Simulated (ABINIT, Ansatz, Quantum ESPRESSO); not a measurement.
One calculation of NbSi, 3 ways

```xyz
2
Lattice="0.0000 2.5738 2.5738 2.5738 0.0000 2.5738 2.5738 2.5738 0.0000" Properties=species:S:1:pos:R:3 pbc="T T T"
Nb   -0.0209   -0.0176   -0.0056
Si    2.5560    2.5779    2.5985
```

The cell comes from a database or a generator and needn't be the stable form of this composition.

Atoms were shifted at random by some hundredths of an Å from the given cell, which wasn't relaxed again for these runs.

Alike in all runs: task single point; functional PBE; k mesh 9 × 9 × 9; occupations fermi-dirac, width 0.05 eV; no spin polarisation; no spin-orbit coupling. Pressure is positive in compression and, in plane waves, holds the error of the finite cutoff, which Ansatz's Pulay term estimates and takes out.

```csv
program and potentials,plane-wave cutoff (eV),notes,pressure (GPa),largest force (eV/Å),energy over the undisturbed cell (meV/atom)
"Ansatz, Ansatz PAW (earlier soft set)",420,-,0.08,0.388,3.61
"Quantum ESPRESSO, SSSP 1.3 efficiency PBE",748,-,?,?,?
"ABINIT, JTH PAW PBE v2.0",435,-,-0.25,0.388,3.61
```

Question: Estimate from the other rows what the run with Quantum ESPRESSO, SSSP 1.3 efficiency PBE gave.

Answer: Pressure -0.02 GPa; largest force 0.389 eV/Å; energy over the undisturbed cell 3.62 meV/atom. The other rows, which needn't bracket it: pressure -0.25 to 0.08; largest force 0.388; energy over the undisturbed cell 3.61.
